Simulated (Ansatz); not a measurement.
The relaxed structure here is a generated cell of Si2W: the first start was made by placing the elements on the sites of a structure type, and the end was not matched to a known phase here, so it may be hypothetical. Known forms of Si2W include space group No. 139.

One starting cell of Si2W (a generated trial cell of Si2W in the AFLOW prototype A2B_oP12_62_2c_c (C23, as in PbCl2)) was relaxed twice with Ansatz (plane waves, PAW, scalar-relativistic): with r2SCAN at 500 eV and with PBE at 420 eV. The r2SCAN result:

```
Si2W
1.0
    6.06968     0.00000     0.00000
    0.00000     3.34175     0.00000
    0.00000     0.00000     8.35683
W Si
4 8
Direct
  0.75051   0.25000   0.67398
  0.25051   0.25000   0.82602
  0.24949   0.75000   0.32602
  0.74949   0.75000   0.17398
  0.63343   0.25000   0.96296
  0.13343   0.25000   0.53704
  0.36657   0.75000   0.03704
  0.86657   0.75000   0.46296
  0.56856   0.25000   0.37895
  0.06856   0.25000   0.12105
  0.43144   0.75000   0.62105
  0.93144   0.75000   0.87895
```

```tsv
quantity	r2SCAN	PBE
space group	Pnma	Pnma
volume (Å³/atom)	14.13	?
a (Å)	6.070	?
b (Å)	3.342	?
c (Å)	8.357	?
gap (eV, no spin-orbit coupling)	0.00	?
```

### Question
Fill in the PBE column.

### Answer

- volume (Å³/atom), PBE: 14.36
- a (Å), PBE: 6.110
- b (Å), PBE: 3.356
- c (Å), PBE: 8.401
- gap (eV, no spin-orbit coupling), PBE: 0.00

Both levels end in the same structure; PBE's volume is 1.6 % larger. Neither column is exact.

No spin polarisation in the result.

The run could not lose the symmetry of its start, so the end can be a saddle point.

Ansatz is a program for electronic structure.
